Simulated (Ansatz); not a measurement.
The numbers come from plane-wave PAW DFT (Ansatz): r2SCAN, no spin polarisation, 500 eV, 5×5×5 Γ-centred k points, fermi-dirac occupations (width 0.1 eV). Nothing was relaxed.

Computed maps in the lattice plane spanned by a (left to right, 5.42 Å, 16 points from zero) and b (bottom to top, 11.86 Å, 26 points from zero), 103° apart, at height 0.250 along c. The fields are smooth PAW ones with compensation charges, not the true ones near nuclei.

Valence density. Digits on a logarithmic scale: 0 up to 0.03 e/Å³, each further digit a factor of 1.6, 9 from 1.3 e/Å³ up:
```
0002457998642100
0013589999753100
1124799999753111
1124699998532111
1123567765321111
1112344432211122
3211122111223444
5321111112356776
6421111123589999
7421111135799999
5310000135799998
4200000124689975
2100000123455543
2100001122333332
3221123333333333
4444444554444455
5666655555565555
7999976679999666
9999986799999767
9999976799999768
9999766699997667
6666555556555555
4444455444445544
1122333333333332
0001223333322110
0001234555432100
```

ELF. Ten even steps from '0' (0.01) to '9' (0.72):
```
0002556656553100
0014563114654100
0025651414652000
0025564356541000
0025666656420000
1112455543111111
4211111111134555
6520000002465666
5520000014565346
6520000025641415
5410000145641136
5200000135565665
1000000013455543
1100000111122111
4310113554211245
6432346776312577
5344346752111477
3699535426996245
8968955289269344
9869844396298255
5996354269962453
3443577411125764
3234677521367764
1013454211245531
0001111122111100
0000134555431000
```

**Question.** The cell is TaBi2OsS4. Which atoms lie within 0.2 Å of this plane, and where (fractions of a and b)?

**Answer.** Ta at (0.62, 0.25), Bi at (0.45, 0.89), Bi at (0.80, 0.61), Os at (0.12, 0.25). The whole cell:
```
Ta Bi S Os
1.0
    -5.42157    0.00000    0.00000
     2.71079    0.00000   11.55110
     2.71079    6.54307    0.00000
Ta Bi S Os
2 4 8 2
Cartesian
  -2.0331 1.6358 2.8878
  2.0331 4.9073 8.6633
  0.6777 1.6358 10.3313
  -2.0331 1.6358 6.9953
  -0.6777 4.9073 1.2198
  2.0331 4.9073 4.5558
  -0.7433 2.9108 4.1436
  -3.3229 0.3608 4.1436
  -0.7433 0.3608 1.6319
  -3.3229 2.9108 1.6319
  0.7433 3.6323 7.4075
  3.3229 6.1823 7.4075
  0.7433 6.1823 9.9192
  3.3229 3.6323 9.9192
  0.6777 1.6358 2.8878
  -0.6777 4.9073 8.6633
```

Origin: a known structure type with other elements, at an estimated volume, so it need not be a known compound. Caveats: many states at the Fermi level without spin polarisation, so a magnetic state may lie lower; atoms or cell far from equilibrium.
